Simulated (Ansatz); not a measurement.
Sn:
```cif
data_Sn8
_chemical_formula_sum 'Sn8'
_space_group_name_H-M_alt 'P 1'
_space_group_IT_number 1
_cell_length_a 7.02139
_cell_length_b 7.02139
_cell_length_c 7.02139
_cell_angle_alpha 109.471
_cell_angle_beta 109.471
_cell_angle_gamma 109.471
loop_
_space_group_symop_operation_xyz
  'x, y, z'
loop_
_atom_site_label
_atom_site_type_symbol
_atom_site_fract_x
_atom_site_fract_y
_atom_site_fract_z
_atom_site_occupancy
Sn1 Sn 0.20569 0.20569 0.20569 1
Sn2 Sn 0.50000 0.00000 0.29431 1
Sn3 Sn 0.29431 0.50000 0.00000 1
Sn4 Sn 0.00000 0.29431 0.50000 1
Sn5 Sn 0.79431 0.79431 0.79431 1
Sn6 Sn 0.50000 0.00000 0.70569 1
Sn7 Sn 0.70569 0.50000 0.00000 1
Sn8 Sn 0.00000 0.70569 0.50000 1
```

Relaxed with the program Ansatz at the PBE level (PAW). Indices refer to the conventional cell of Ia-3, a = 8.108 Å, b = 8.108 Å, c = 8.108 Å, α = 90.00°, β = 90.00°, γ = 90.00°.

**Question.** Simulate the powder diffraction pattern (Co Kα, λ = 1.79026 Å; lines above 1 %) up to 2θ = 90°.

**Answer.** Simulated powder pattern, Co Kα, λ = 1.79026 Å (kinematic, ideal powder, no thermal factors, no anomalous dispersion; the 30 strongest lines at most, above 1 %, up to 2θ = 90°):

```csv
2θ (°),d (Å),I/Imax (%),hkl
25.51,4.054,15,(200)
31.38,3.310,100,(211)
48.80,2.167,78,(321)+(312)
52.42,2.027,20,(400)
55.86,1.911,6.1,(411)
59.17,1.813,4.3,(420)+(402)
62.38,1.729,7.0,(332)
68.52,1.590,8.6,(413)+(431)
74.42,1.480,14,(512)+(521)
77.30,1.433,9.5,(440)
80.15,1.390,1.1,(433)
82.97,1.351,5.5,(600)+(442)
85.78,1.315,26,(532)+(611)
88.58,1.282,1.1,(620)+(602)
```

The start of the workflow was typed in or built on a structure type; neither database checked (COD, Materials Project) lists it. It is not the phase usual at ambient conditions (space group No. 141). The cell was relaxed with PBE under the symmetry of its start; whether a distortion lowers the energy is not shown. Scalar-relativistic: spin–orbit coupling is off unless named, which matters more the heavier the elements.

Potentials: the earlier of the program's two PAW sets.
